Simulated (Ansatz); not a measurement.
ZrAg:
```xyz
2
Lattice="0.0000 2.8341 2.8341 2.8341 0.0000 2.8341 2.8341 2.8341 0.0000" Properties=species:S:1:pos:R:3 pbc="T T T"
Ag     0.0000     0.0000     0.0000
Zr     2.8341     2.8341     2.8341
```

Relaxed with PBE. Special points in fractions of this cell's reciprocal vectors: Γ (0.000, 0.000, 0.000); X (0.500, 0.000, 0.500); U (0.625, 0.250, 0.625); K (0.375, 0.375, 0.750); L (0.500, 0.500, 0.500); W (0.500, 0.250, 0.750).

### Question
List the band energies nearest the Fermi level at these points for PBE with spin–orbit coupling (plane waves, PAW; program Ansatz).

### Answer
In eV from the Fermi level; about four levels below and three above (degenerate sets whole), none deeper than 8.9 eV; points with the same levels are listed once.

| k | below | above |
|---|---|---|
| Γ | -5.45 -5.45 -5.45 -5.45 -5.30 -5.30 | 1.30 1.30 1.30 1.30 |
| X | -3.42 -3.42 -0.59 -0.59 | 0.51 0.51 2.39 2.39 |
| U | -0.58 -0.58 -0.48 -0.48 | 0.94 0.94 2.13 2.13 |
| L | -0.40 -0.40 -0.37 -0.37 | 1.92 1.92 1.97 1.97 |
| W | -0.34 -0.34 -0.34 -0.34 -0.11 -0.11 | 2.41 2.41 3.32 3.32 |

Space group Fm-3m (rock salt). The start of the workflow was typed in or built on a structure type; neither database checked (COD, Materials Project) lists it. COD files the formula under space group No. 129. Its standing as an ambient phase is unchecked. Symmetry was held in the PBE relaxation; its stability against distortions is not shown here. The run is not spin-polarised. Its formation energy is positive at this level, so the cell may be metastable or incomplete.

Potentials: the later of the program's two PAW sets.
